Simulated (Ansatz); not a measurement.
**Profile along the Ti–Ti line in Ti (hcp, Mg type)**

Ti (hcp, Mg type), conventional cell a = 2.939 Å, b = 2.939 Å, c = 4.650 Å, α = 90.00°, β = 90.00°, γ = 120.00°. The calculation uses the primitive cell of 2 atoms, to which meshes and values per cell refer.

Fields along a shortest Ti–Ti line of a (1 -1 0 0) plane (2.94 Å), from Ti to Ti, interpolated on the slice's grid (step about 0.2 Å). Level of theory: PBE (plane waves to 420 eV, PAW, scalar-relativistic; Ansatz, a quantum-chemistry and plane-wave program). k mesh 18×18×10. These are valence fields of a PAW run, semicore shells included where kept as valence: close to a nucleus they are smooth pseudo fields. The PAW data are Ansatz's earlier set. Ti is run without spin polarisation. Ti was relaxed with its symmetry unable to fall.

| distance from Ti (Å) | valence electron density (e/Å³) | electron localisation function |
|---|---|---|
| 0.00 | 12.22 | x |
| 0.29 | 9.53 | x |
| 0.59 | 3.60 | 0.72 |
| 0.88 | 0.65 | 0.29 |
| 1.18 | 0.23 | 0.13 |
| 1.47 | 0.19 | 0.26 |
| 1.76 | 0.23 | 0.13 |
| 2.06 | 0.65 | 0.29 |
| 2.35 | 3.60 | 0.72 |
| 2.65 | 9.53 | x |
| 2.94 | 12.22 | x |

x: too close to a nucleus for the ELF to mean much.

Density on the Ti–Ti line (2.94 Å) at its midpoint: 0.19 e/Å³. ELF at that point: 0.3.
